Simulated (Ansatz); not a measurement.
**What DFT gives for K₂WO₄**

```
CELL_PARAMETERS angstrom
6.20668 3.05825 0.00000
6.20668 -3.05825 0.00000
3.31558 0.00000 -6.81001
ATOMIC_POSITIONS crystal
O 0.33600 0.33600 0.62300
O 0.66400 0.66400 0.37700
W 0.17550 0.17550 0.77250
W 0.82450 0.82450 0.22750
O 0.08400 0.08400 0.64900
O 0.91600 0.91600 0.35100
O 0.38000 0.90200 0.92600
O 0.09800 0.62000 0.07400
O 0.62000 0.09800 0.07400
O 0.90200 0.38000 0.92600
K 0.84600 0.84600 0.74100
K 0.15400 0.15400 0.25900
K 0.51000 0.51000 0.76500
K 0.49000 0.49000 0.23500
```

Level: r2SCAN, no spin polarisation; 500 eV; 5×5×4 Γ-centred mesh; cold occupations (width 0.0295 eV); Ansatz 0.2.0, fixed geometry.

(1) What do density and ELF say about some of the short contacts?

(2) Is it stable against the elements?

(3) Which atom feels the largest force, and which way?

(4) What is the band gap?

Origin: a database entry at a rescaled volume. Caveats: no spin-orbit coupling, which can shift this gap by tenths of an eV; forces this large suggest misplaced atoms in the database entry; atoms or cell far from equilibrium.

Results:

(1) W–O at 1.76 Å: least valence density 1.62 e/Å³ and ELF 0.36 there. K–O at 2.69 Å: least valence density 0.12 e/Å³ and ELF 0.03 there, a closed-shell (ionic or weak) contact. These are pseudo-fields; inside the PAW spheres they differ from the all-electron ones.

(2) -2.36 eV an atom against the elements' usual phases (free molecules for gases, crystals otherwise, with no correction for O₂ or N₂), so it is bound against them; other compounds may still compete. Relaxing would lower it.

(3) The largest is on W3 (and as large on other atoms): 2.52 eV/Å, components (1.70, 0.00, -1.86). It makes 161° with the line to a nearest neighbour, O5 at 1.76 Å, pointing away from it.

(4) The gap is 4.95 eV, indirect (the least direct gap found is 5.11 eV). A semilocal functional usually gives too small a gap.
